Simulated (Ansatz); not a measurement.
Au (fcc (Cu type), Fm-3m) at seven volumes, plane-wave PAW LDA (Ansatz code), scaled uniformly. One row is withheld.

| V (Å³/atom) | P (GPa) |
|---|---|
| 15.072 | 23.97 |
| 15.569 | ? |
| 16.065 | 6.43 |
| 16.562 | 0.00 |
| 17.059 | -5.24 |
| 17.556 | -9.50 |
| 18.053 | -12.98 |

Problem. Fit the shown pressures and predict the withheld one.

Solution. P = (3/2)B₀(x^(7/2) − x^(5/2))[1 + (3/4)(B′ − 4)(x − 1)] with x = (V₀/V)^(2/3). Least squares on the six rows gives V₀ = 16.562 Å³/atom, B₀ = 193 GPa, B′ = 5.81. At V = 15.569, x = 1.0421 and P = 14.28 GPa. The run itself gave 14.32 GPa.

The cell was relaxed with LDA under the symmetry of its start. Spin–orbit coupling is left out wherever it is not named.

Potentials: the later of the program's two PAW sets.
